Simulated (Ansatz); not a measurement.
Data:

BaS:
```cif
data_Ba4S4
_chemical_formula_sum 'Ba4 S4'
_space_group_name_H-M_alt 'Fm-3m'
_space_group_IT_number 225
_space_group_name_Hall '-F 4 2 3'
_cell_length_a 6.42518
_cell_length_b 6.42518
_cell_length_c 6.42518
_cell_angle_alpha 90.000
_cell_angle_beta 90.000
_cell_angle_gamma 90.000
loop_
_atom_site_label
_atom_site_type_symbol
_atom_site_symmetry_multiplicity
_atom_site_Wyckoff_symbol
_atom_site_fract_x
_atom_site_fract_y
_atom_site_fract_z
_atom_site_occupancy
Ba1 Ba 4 a 0.00000 0.00000 0.00000 1
S1 S 4 b 0.50000 0.50000 0.50000 1
```
(The calculation used a cell of 2 atoms; values per cell refer to that cell.)

This is the r²SCAN-relaxed structure.

Problem. All from plane-wave PAW r²SCAN (Ansatz code), unless another level is named. Give the bulk modulus (Birch–Murnaghan fit).

Solution. 44.5 GPa.

Problem. What about the highest zone-centre frequency (without LO–TO term)?

Solution. 146 cm⁻¹.

Problem. Next, the zero-point energy?

Solution. 24.2 meV/atom.

Problem. And the elastic constants (relaxed ions, GPa)?

Solution. C11 = 98.3, C12 = 17.6, C44 = 19.1.

The cell was relaxed with r²SCAN under the symmetry of its start; phonons on a q-mesh show no instability. Scalar-relativistic: spin–orbit coupling is off unless named, which matters more the heavier the elements.

Potentials: the later of the program's two PAW sets.
